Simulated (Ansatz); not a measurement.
## Squeezing Zn (sc type)

```xyz
1
Lattice="2.5235 0.0000 0.0000 0.0000 2.5235 0.0000 0.0000 0.0000 2.5235" Properties=species:S:1:pos:R:3 pbc="T T T"
Zn    0.0000    0.0000    0.0000
```

The cell comes from a relaxation on PAW files under the same functional, begun from a prototype that needn't be the stable phase.

Its volume is scaled at fixed shape and fractional positions.

All numbers are LDA results (scalar-relativistic) from Ansatz 0.2.0, with a Γ-centred 15×15×15 k mesh, Fermi–Dirac smearing of 0.1 eV, no spin polarisation. Methods: LAPW: all electrons, basis error target 1 meV/atom; PAW: frozen-core files, cutoff 420 eV; crystal datasets: all electrons, by PAW datasets that the program makes for each cell; norm-conserving: pseudopotentials, cutoff 1143 eV; PAW (cutoff 600 eV): frozen-core files, cutoff 600 eV.

Energies are extrapolated to zero smearing and count from the unscaled cell; pressure is positive in compression; gaps take the mesh and a band path. No temperature or zero-point motion is included.

The PAW files were made under PBE. The structure type is held throughout; the real material can change phase at far lower pressure.

```csv
V/V0,V (Å³/atom),P LAPW (GPa),ΔE LAPW (eV/atom),P PAW − LAPW (GPa),ΔE PAW − LAPW (meV/atom)
1.00,16.07,0.01,0.000,0.02,0.0
0.92,14.78,7.25,0.026,0.02,0.2
0.84,13.50,19.02,0.128,-0.03,0.2
0.76,12.21,38.4,0.351,-0.05,-0.1
0.68,10.93,70.9,0.777,-0.04,-0.4
0.60,9.64,127.7,1.552,-0.10,-1.0
0.52,8.36,231.6,?,-0.60,-3.4
0.45,7.23,401.0,?,-1.81,-10.9
```

**Question.** What belongs in the row "0.45", column "ΔE LAPW (eV/atom)"?

**Answer.** 5.109.

**Question.** Fill in "ΔE LAPW (eV/atom)" for the row "0.52".

**Answer.** 2.949.

**Question.** Fit the Vinet equation to the LAPW pressures over the whole range, with residuals weighted by 1/(|P| + 0.03·Pmax).

**Answer.** V0 = 16.09 Å³/atom, B0 = 66.1 GPa and B0′ = 5.59, and the fit misses no point by more than 4.6 GPa. A fit over so wide a range pins B0 less well than one near rest.

**Question.** From the table, what is the rise of the enthalpy H = E + pV up to the last row, and how stiff is the crystal between the last two rows?

**Answer.** ΔH = 5.109 eV + (401.0 GPa × 7.23 Å³ − 0.01 GPa × 16.07 Å³) × 0.006242 eV/(GPa·Å³) = 23.21 eV/atom, of which pV makes 78 %. The mean bulk modulus there is −ΔP/Δln V = 1170 GPa.

**Question.** At the smallest volume, how far do crystal datasets and norm-conserving and PAW (cutoff 600 eV) lie from LAPW in pressure?

**Answer.** crystal datasets: 0.00 GPa; norm-conserving: +2.38 GPa; PAW (cutoff 600 eV): -2.01 GPa, on a LAPW pressure of 401.0 GPa.

**Question.** How do the Löwdin populations by LAPW change from the unscaled cell to the last row?

**Answer.** Zn 4s 1.58 → 1.53, Zn 3d 9.98 → 9.94 electrons an atom. These are projections on the shells that the free atoms fill; 0.45 e a cell lies outside them at the start and 0.55 e at the end.
